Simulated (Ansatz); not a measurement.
## Levels of theory for SnC3 (ordering on diamond)

All numbers come from the plane-wave code Ansatz. No magnetic order and no zero-point or thermal motion; the cell was built from a prototype and may be hypothetical.

The cell is SnC3, ordered on the diamond lattice (P-4m2) with 4 atoms a cell; cell and atoms were relaxed with r2SCAN. Space group P-4m2 (No. 115), tetragonal; a = 2.979 Å, c = 4.644 Å in the conventional setting, 10.30 Å³ an atom. Around C lie 2 C at 1.71 Å and 2 Sn at 2.11 Å; around C lie 4 C at 1.71 Å; around Sn lie 4 C at 2.11 Å and 4 Sn at 2.98 Å.

```
C Sn
1.0
     2.97889    0.00000    0.00000
     0.00000    2.97889    0.00000
     0.00000    0.00000    4.64352
C Sn
3 1
Direct
  0.50000 0.00000 0.82036
  0.50000 0.50000 0.00000
  0.00000 0.50000 0.17964
  0.00000 0.00000 0.50000
```

Band edges at fixed r2SCAN geometry:
```json
{"level": "PBE", "k mesh": "8×8×6", "gap (eV)": "0.34", "kind": "indirect", "edges": "Γ → R", "least direct gap (eV)": "0.62"}
{"level": "PBE+SOC", "k mesh": "8×8×6", "gap (eV)": "0.32", "kind": "indirect", "edges": "Γ → R", "least direct gap (eV)": "0.60"}
{"level": "r2SCAN", "k mesh": "8×8×6", "gap (eV)": "0.40", "kind": "indirect", "edges": "Γ → R", "least direct gap (eV)": "0.77"}
{"level": "HSE06", "k mesh": "6×6×4", "gap (eV)": "1.13", "kind": "indirect", "edges": "Γ → R", "least direct gap (eV)": "1.52"}
{"level": "PBE0", "k mesh": "6×6×4", "gap (eV)": "1.84", "kind": "indirect", "edges": "Γ → R", "least direct gap (eV)": "2.24"}
{"level": "G0W0@PBE (122 empty bands, 120 eV, 6×6×4)", "k mesh": "6×6×4", "gap (eV)": "0.80", "kind": "–", "edges": "Γ → R (mesh)", "least direct gap (eV)": "–"}
```
PBE, PBE+SOC: smearing of 0.02 eV; the others have fixed occupations.
Wave cutoffs: 420 eV, 500 eV (r2SCAN).
The G0W0 gap is PBE's gap over the path plus the quasiparticle shift read on the mesh. G0W0 values are finite-basis, finite-mesh values.

HSE06 gives an indirect gap of 1.13 eV, from Γ to R; the least direct gap is 1.52 eV at Γ. Spin-orbit coupling changes the PBE gap by -0.02 eV, to 0.32 eV.

Taking G0W0@PBE (122 empty bands, 120 eV, 6×6×4), 0.80 eV, as the yardstick (a computed one, not at the basis limit), HSE06 comes nearest, +0.33 eV off, at about 12 times r2SCAN's cost; G0W0 itself took about 16 times r2SCAN's cost. The others: r2SCAN -0.40, PBE -0.46, PBE0 +1.04 eV. The yardstick's own error is a tenth of an eV or more. r2SCAN covers 8 % of the step from PBE to HSE06, while HSE06 needs about 12 times r2SCAN's cost (on a coarser mesh). Spin-orbit coupling moves the least or the direct gap by up to 0.02 eV, so it can be left out where a tenth of an eV counts. All these functionals give a gap of the same kind, indirect.

Only the levels marked +SOC include spin-orbit coupling.

The meshes of the hybrids are coarse, so their gaps aren't converged to the digits shown.
